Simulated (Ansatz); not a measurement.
Level of theory: Ansatz 0.2.0, DFT, PBEsol, plane waves (420 eV) with PAW, scalar-relativistic. The PAW files were generated under PBE, with cores re-solved for the functional.

An element in the omega (AlB2-type) structure gives this curve. The cell is scaled uniformly from the relaxed one, with fractional coordinates and shape fixed. Energies are extrapolated to zero smearing, pressures are those at the given smearing. Magnetic state: spin not included.

```csv
V (Å³/atom),E − E₀ (meV/atom),P (GPa)
23.173,92.7,9.99
24.226,40.4,6.05
25.280,11.2,2.92
26.333,0.3,0.43
27.386,4.1,-1.57
28.439,19.6,-3.17
29.493,44.6,-4.45
```

(1) Which element is it?
A. mercury
B. bismuth
C. tin
D. scandium

Answers

(1) C. Its fit is V₀ = 26.55 Å³/atom, B₀ = 53 GPa, B₀′ = 4.6.
